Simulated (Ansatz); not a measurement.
Pt:
```
CELL_PARAMETERS angstrom
      0.00000     2.86014     2.86014
      2.86014     0.00000     2.86014
      2.86014     2.86014     0.00000
ATOMIC_POSITIONS crystal
  Pt 0.00000 0.00000 0.00000
  Pt 0.25000 0.25000 0.25000
```

Relaxed with r²SCAN.

Task: Map the electron localisation function on the plane through (0.000, 0.000, 0.000) spanned by u = [1, 0, 0] and v = [-1, 1, 1] in lattice vectors, from r²SCAN (plane waves, PAW; program Ansatz).

Result: x is the fraction of u, y of v (the angle between them is 90°; rows are the nearest grid lines); atoms in the plane: Pt at (0.00, 0.00), Pt at (0.50, 0.25).
```
|@@%%#+===---===+#%%@@|
|@@@%#=---:::---=#%@@@|
|@@%*=-::.. ..::-=*%@@|
|%#*=-::..   ..::-=*#%|
|++=--:..     ..:--=++|
|==--::.       .::--==|
|::::..         ..::::|
|....             ....|
|..                 ..|
|                     |
|      ...:::...      |
|     ..::---::..     |
|    ..:-------:..    |
|    .::--===--::.    |
|  ..::-+#%%%#+-::..  |
|...::-=#%@@@%#=-::...|
|.::--=*%@@@@@%*=--::.|
|:----=#%@@@@@%#=----:|
|=====+*%%%@%%%*+=====|
|+++===+#%%@%%#+===+++|
|%#*+==+*#%@%#*+==+*#%|
|@%%*+==+*###*+==+*%%@|
|@@%%*+=========+*%%@@|
|@@%%#+===---===+#%%@@|
```
Scale: ten equal steps from 0.029 (start of ' ') to 0.627 (end of '@'), in the order ' .:-=+*#%@'; x runs from 0.000 to 1.00, y from 0.000 (bottom) to 1.00 (top).

The density is the valence pseudo-density with augmentation charge, so density and ELF within about 1 Å of a nucleus are not all-electron values.

Space group Fd-3m (diamond). The start of the workflow was typed in or built on a structure type; neither database checked (COD, Materials Project) lists it. It is not the phase usual at ambient conditions (space group No. 225). The r²SCAN relaxation kept the symmetry of its start. At this level the phase is mechanically unstable. No spin polarisation was allowed. Spin–orbit coupling is left out wherever it is not named.

Potentials: the earlier of the program's two PAW sets.
